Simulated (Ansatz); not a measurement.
SiC:
Space group P6₃mc (No. 186); a = 3.056 Å, b = 3.056 Å, c = 5.016 Å, α = 90.00°, β = 90.00°, γ = 120.00°

```
atom  site  symmetry       x       y       z
----  ----  --------  ------  ------  ------
Si      2b       3m.  0.6667  0.3333  0.0005
C       2b       3m.  0.3333  0.6667  0.1247
```

Relaxed at zero pressure with plane-wave PAW LDA (Ansatz code).

Problem. The volume is raised by 9 % and shape and atoms relax at that volume. What pressure results, and how do the axes share the change?

Solution. -16.8 GPa; a 2.9 %, b 2.9 %, c 3.0 %; the energy rises by 51 meV/atom.

Problem. Give the new structure.

Solution. 
Space group P6₃mc (No. 186); a = b = 3.145 Å, c = 5.165 Å, α = β = 90.00°, γ = 120.00°

| atom | site | symmetry | x | y | z |
|---|---|---|---|---|---|
| Si | 2b | 3m. | 0.6667 | 0.3333 | 0.0006 |
| C | 2b | 3m. | 0.3333 | 0.6667 | 0.1246 |

The phase is kept; no other phase was compared at this pressure.

Space group P6_3mc (wurtzite). The cell was relaxed with LDA under the symmetry of its start; phonons on a q-mesh show no instability.

Potentials: the later of the program's two PAW sets.
